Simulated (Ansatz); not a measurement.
**Calculated O-17 NMR of the central transition for V₂O₅**

Cell: a Materials Project structure (computed, not necessarily an observed phase), taken as it stands.

```cif
data_V2O5
_symmetry_space_group_name_H-M 'Pbam'
_symmetry_Int_Tables_number 55
_cell_length_a 5.7213
_cell_length_b 10.7131
_cell_length_c 3.3250
_cell_angle_alpha 90.000
_cell_angle_beta 90.000
_cell_angle_gamma 90.000
loop_
_atom_site_label
_atom_site_type_symbol
_atom_site_symmetry_multiplicity
_atom_site_Wyckoff_symbol
_atom_site_fract_x
_atom_site_fract_y
_atom_site_fract_z
V V 4 g 0.7038 0.3716 0.0000
O5 O 4 h 0.8190 0.4022 0.5000
O9 O 4 g 0.0307 0.2518 0.0000
O13 O 2 a 0.5000 0.5000 0.0000
```

One atom of each set is listed.

Computed with Ansatz: DFT, PBE, plane waves and PAW, scalar-relativistic, 420 eV cutoff, Γ-centred 4×2×7 k-points, Fermi–Dirac smearing 0.02 eV.

O-17 has I = 5/2 and Q = -25.58 mb (Pyykkö 2018); at 28.2 T its Larmor frequency is ν₀ = 162.8 MHz. Only the quadrupole interaction is simulated: positions count from each site's isotropic chemical shift, and J coupling is left out, as are shift anisotropy and dipolar coupling, which fast spinning averages.

Question: Give C_Q, η, the quadrupolar product P_Q = |C_Q|(1 + η²/3)^½, the second-order isotropic shift and the breadth of the pattern (fast magic-angle spinning) for each O site.

Answer: 

```tsv
site	first shell	C_Q (MHz)	η	P_Q (MHz)	δ_QIS (ppm)	breadth (kHz)
O5	2 V at 1.82 Å, angle 132°	-2.55	0.30	2.58	-1.51	0.565
O9	1 V at 1.65 Å; also 1 V at 2.27 Å	1.28	0.91	1.44	-0.471	0.171
O13	2 V at 1.80 Å, angle 180°	-2.92	0.42	3.01	-2.05	0.772
```

δ_QIS = −(ν_Q²/30ν₀²)[I(I+1) − 3/4](1 + η²/3) × 10⁶ ppm with ν_Q = 3|C_Q|/[2I(2I−1)]; it falls as 1/B₀² in ppm, and the breadth as 1/B₀ in kHz.

At O5 V_zz runs parallel to the line that joins its two neighbours (within 1°). At O13 V_zz points along the line of its two bonds (within 4°).

At this cell the PBE pressure is -5 GPa, so with PBE the cell would shrink if it were relaxed. The entry's cell may itself be off. The largest force is 1.2 eV/Å, so the atoms aren't at the calculated equilibrium and relaxing them would move these values.
